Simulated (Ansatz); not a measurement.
**NMR crystallography of LiHS with an H vacancy: given against relaxed positions**

Start: a supercell of LiHS (space group Ama2) built from an entry of the Crystallography Open Database (COD), with all atoms left at the host's positions.

Space group Cm (No. 8); a = 11.0296, b = 12.3137, c = 7.8727 Å, β = 134.47°.

```
site  Wyckoff  site symmetry       x       y       z
 Li1       4b              1  0.8742  0.1250  0.0000
 Li2       4b              1  0.8742  0.1250  0.5000
 Li3       4b              1  0.3742  0.1250  0.5000
 Li4       4b              1  0.8742  0.6250  0.0000
  H9       2a              m  0.0585  0.0000  0.9252
 H10       2a              m  0.0585  0.5000  0.9252
 H11       2a              m  0.5585  0.0000  0.4252
 H12       4b              1  0.6333  0.2500  0.5748
 H13       4b              1  0.1333  0.7500  0.0748
 S16       4b              1  0.6256  0.2500  0.7383
 S17       4b              1  0.6256  0.2500  0.2383
 S20       2a              m  0.8873  0.0000  0.2617
 S21       2a              m  0.8873  0.0000  0.7617
 S22       2a              m  0.8873  0.5000  0.7617
 S23       2a              m  0.3873  0.0000  0.2617
```

One atom of each set is listed; the run and its k-mesh use a cell of 23 atoms with edges of 8.27, 8.34, 8.34 Å.

Level of theory: DFT, PBE, plane waves and PAW, scalar-relativistic, 420 eV cutoff, Γ-centred 3×3×3 k-points, Fermi–Dirac smearing 0.01 eV, cell charge -1 (Ansatz 0.2.0).

The largest force at the start is 0.94 eV/Å. Relaxing the ions at fixed cell moves them by 0.219 Å at most (atom 20, S) and 0.102 Å rms.

```json
{"site": "Li1", "moved (Å)": "0.150", "first shell before": "4 S at 2.49–2.51 Å", "first shell after": "4 S at 2.33–2.56 Å", "V_zz before (10²¹ V/m²)": "-0.11", "η before": "0.20"}
{"site": "H10", "moved (Å)": "0.185", "first shell before": "1 S at 1.35 Å", "first shell after": "1 S at 1.42 Å", "V_zz before (10²¹ V/m²)": "1.97", "η before": "0.02"}
{"site": "H12", "moved (Å)": "0.083", "first shell before": "1 S at 1.35 Å", "first shell after": "1 S at 1.35 Å", "V_zz before (10²¹ V/m²)": "2.24", "η before": "0.03"}
{"site": "H13", "moved (Å)": "0.047", "first shell before": "1 S at 1.35 Å", "first shell after": "1 S at 1.35 Å", "V_zz before (10²¹ V/m²)": "2.24", "η before": "0.03"}
{"site": "S16", "moved (Å)": "0.027", "first shell before": "1 H at 1.35 Å", "first shell after": "1 H at 1.35 Å", "V_zz before (10²¹ V/m²)": "17.93", "η before": "0.21"}
{"site": "S17", "moved (Å)": "0.037", "first shell before": "1 H at 1.35 Å", "first shell after": "1 H at 1.35 Å", "V_zz before (10²¹ V/m²)": "17.96", "η before": "0.22"}
{"site": "S20", "moved (Å)": "0.219", "first shell before": "4 Li at 2.49–2.51 Å; also 1 H at 2.59 Å", "first shell after": "4 Li at 2.33–2.34 Å; also 1 H at 2.19 Å", "V_zz before (10²¹ V/m²)": "-1.88", "η before": "0.58"}
{"site": "S21", "moved (Å)": "0.022", "first shell before": "1 H at 1.35 Å", "first shell after": "1 H at 1.35 Å", "V_zz before (10²¹ V/m²)": "18.51", "η before": "0.04"}
{"site": "S22", "moved (Å)": "0.108", "first shell before": "1 H at 1.35 Å", "first shell after": "1 H at 1.42 Å", "V_zz before (10²¹ V/m²)": "12.47", "η before": "0.17"}
{"site": "S23", "moved (Å)": "0.010", "first shell before": "1 H at 1.35 Å", "first shell after": "1 H at 1.35 Å", "V_zz before (10²¹ V/m²)": "17.70", "η before": "0.08"}
```

**Question.** What are V_zz and η after the relaxation?

**Answer.** 

```tsv
site	V_zz after	η after	change of V_zz
Li1	-0.15	0.13	-0.04
H10	1.21	0.02	-0.76
H12	2.19	0.03	-0.05
H13	2.19	0.03	-0.05
S16	17.91	0.15	-0.02
S17	17.99	0.15	+0.03
S20	-0.34	0.51	–
S21	18.35	0.15	-0.16
S22	11.44	0.14	-1.03
S23	17.76	0.12	+0.06
```

The largest change of V_zz along a kept axis is on S22, from 12.47 to 11.44. The whole tensor moves most on S17, by 2.20 along its most changed direction. In per cent, |V_zz| changes by -38 to -2 on H, -8 to 0 on S (all sites that start above 0.5, bar those whose gradient vanishes or changes sign or whose main axis turns by over 40°). On S20 the largest principal value lies along another axis in the second run, so the two V_zz can't be compared directly. The table leaves out 5 of the 15 sites, with |V_zz| up to 2.26; their tensors move by 0.09 at most along any direction. The statements above cover all sites. The bond to hydrogen gets longer (H–S from 1.35 to 1.42 Å), and the gradient at hydrogen falls steeply with it. The host's own positions weren't relaxed first, so part of the change far from the defect can be the host's relaxation.

The defect repeats with the cell of 23 atoms, so it feels its images: sites between two images don't show the values beside a lone defect, and zeros or small values of η there can come from the images' arrangement. H, Li and S carry a gradient in the pure host already, so the values there aren't the defect's effect alone. A uniform background compensates the cell's charge. With these PAW files V_zz is typically within 2 to 3 % of all-electron values, but misses above 10 % occur on Li.
Before: The neighbours have not yet relaxed around the defect (largest force 0.94 eV/Å), so a real crystal will differ.
